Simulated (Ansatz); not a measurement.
CuF2:
```yaml
crystal:
  lattice:
    - [3.25375, 0.00000, 0.00000]
    - [0.00000, 4.62247, 0.00000]
    - [-2.76257, 0.00000, 4.55939]
  atoms:
    - { symbol: Cu, position: [0.00000, 0.00000, 0.00000] }
    - { symbol: Cu, position: [0.00000, 0.50000, 0.50000] }
    - { symbol: F, position: [0.23796, 0.29261, 0.29136] }
    - { symbol: F, position: [0.76204, 0.79261, 0.20864] }
    - { symbol: F, position: [0.76204, 0.70739, 0.70864] }
    - { symbol: F, position: [0.23796, 0.20739, 0.79136] }
```

Relaxed with r²SCAN.

Q: Give the Bader charges and basin volumes of the independent atoms, r²SCAN (plane waves, PAW; program Ansatz).

A: 

| atom | Bader charge (e) | Bader volume (Å³) |
|---|---|---|
| Cu1 | +1.36 | 9.2 |
| F3 | -0.68 | 12.5 |

Space group P2_1/c. The workflow started from an entry of the Crystallography Open Database (COD). Its standing as an ambient phase is unchecked. The cell was relaxed with r²SCAN under the symmetry of its start; its stability against distortions is not shown here. The run is not spin-polarised. No Hubbard U is applied.

Potentials: the later of the program's two PAW sets.
